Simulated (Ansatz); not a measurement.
Polymorphs of Ge2Mo, each relaxed with PBEsol in the plane-wave PAW code Ansatz:

A: Fddd
a = 4.781 Å, b = 8.416 Å, c = 8.887 Å, α = β = γ = 90.00°

```
atom  site  symmetry       x       y       z
----  ----  --------  ------  ------  ------
Ge     16f       .2.  0.0000  0.3351  0.0000
Mo      8a       222  0.0000  0.0000  0.0000
```

B: Pnma
a = 6.3213 Å, b = 3.4342 Å, c = 8.5491 Å, α = β = γ = 90.00°

```
atom  site  symmetry       x       y       z
----  ----  --------  ------  ------  ------
Ge      4c       .m.  0.3641  0.2500  0.4590
Mo      4c       .m.  0.2494  0.2500  0.1713
Ge      4c       .m.  0.0617  0.7500  0.3677
```

Question: Order them by energy per atom at 0 K (lowest first) at the level PBEsol.

Answer: B (+0 meV/atom), A (+106 meV/atom)

Constructed cells (a structure type filled with these elements, in neither database checked): A. Standing as an ambient phase not checked: B. All cells were relaxed under the symmetry of their starts (and spin orders); stability against distortions was not tested throughout. Rows with no word on spin ran without spin polarisation. Spin–orbit coupling is left out wherever it is not named.

Energies hold the estimated change up to a 700 eV cutoff; steps of a few meV lie near the error of the meshes.

Potentials: the later of the program's two PAW sets.
